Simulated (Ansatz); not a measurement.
Relaxed Zr (hcp, Mg type):

```yaml
crystal:
  lattice:
    - [6.46252, 0.00000, 0.00000]
    - [-1.61563, 2.79835, 0.00000]
    - [0.00000, 0.00000, 5.17316]
  atoms:
    - { symbol: Zr, position: [0.16667, 0.66667, 0.75000] }
    - { symbol: Zr, position: [0.66667, 0.66667, 0.75000] }
    - { symbol: Zr, position: [0.33333, 0.33333, 0.25000] }
    - { symbol: Zr, position: [0.83333, 0.33333, 0.25000] }
```

The atoms are displaced by Q × the pattern below (from a DFPT mode at M = (0.5, 0.0, 0.0), largest move 1; Q in Å), at fixed cell. (q is in reciprocal vectors of the primitive cell; the cell shown is doubled to hold the pattern.)

```json
[
 {"atom": "Zr1", "x": "-0.500", "y": "0.866", "z": "0.000"},
 {"atom": "Zr2", "x": "0.500", "y": "-0.866", "z": "0.000"},
 {"atom": "Zr3", "x": "0.500", "y": "-0.866", "z": "0.000"},
 {"atom": "Zr4", "x": "-0.500", "y": "0.866", "z": "0.000"}
]
```

Calculation: PBE (plane waves to 420 eV, PAW, scalar-relativistic; Ansatz, a first-principles code). k mesh 17×17×9 (Γ-centred), Fermi-Dirac smearing 0.05 eV. Energies are smeared free energies. With partly filled bands, energies and forces of such displacements shift with the k mesh and the smearing. Zr is run without spin polarisation. Zr was relaxed with its symmetry unable to fall. ΔE is measured from the undisplaced structure. The last digit holds for this mesh only.

```json
[
 {"Q (Å)": "-0.1000", "ΔE (meV/cell)": "149.6"},
 {"Q (Å)": "-0.0833", "ΔE (meV/cell)": "104.8"},
 {"Q (Å)": "-0.0667", "ΔE (meV/cell)": "withheld"},
 {"Q (Å)": "-0.0500", "ΔE (meV/cell)": "38.2"},
 {"Q (Å)": "-0.0333", "ΔE (meV/cell)": "17.0"},
 {"Q (Å)": "-0.0167", "ΔE (meV/cell)": "4.3"},
 {"Q (Å)": "0.0000", "ΔE (meV/cell)": "0.0"},
 {"Q (Å)": "0.0167", "ΔE (meV/cell)": "4.3"},
 {"Q (Å)": "0.0333", "ΔE (meV/cell)": "17.0"},
 {"Q (Å)": "0.0500", "ΔE (meV/cell)": "38.2"},
 {"Q (Å)": "0.0667", "ΔE (meV/cell)": "withheld"},
 {"Q (Å)": "0.0833", "ΔE (meV/cell)": "104.8"},
 {"Q (Å)": "0.1000", "ΔE (meV/cell)": "149.6"}
]
```

**Question.** Fit an even polynomial form (powers 2, 4) to the given rows and predict ΔE at Q = -0.0667.

**Answer.** Least squares on the 11 given rows: ΔE = (15400)·Q² + (-44250)·Q⁴, in meV/cell with Q in Å; root-mean-square residual 0.04 meV/cell. At -0.0667 the fit gives 67.6 meV/cell; the calculation gives 67.6 meV/cell, the same to the digits shown. The quadratic term alone would give 68.5 meV/cell.

(For displaced atoms, the force is minus the slope of the energy, and its curvature is a force constant, which sets phonon frequencies.)
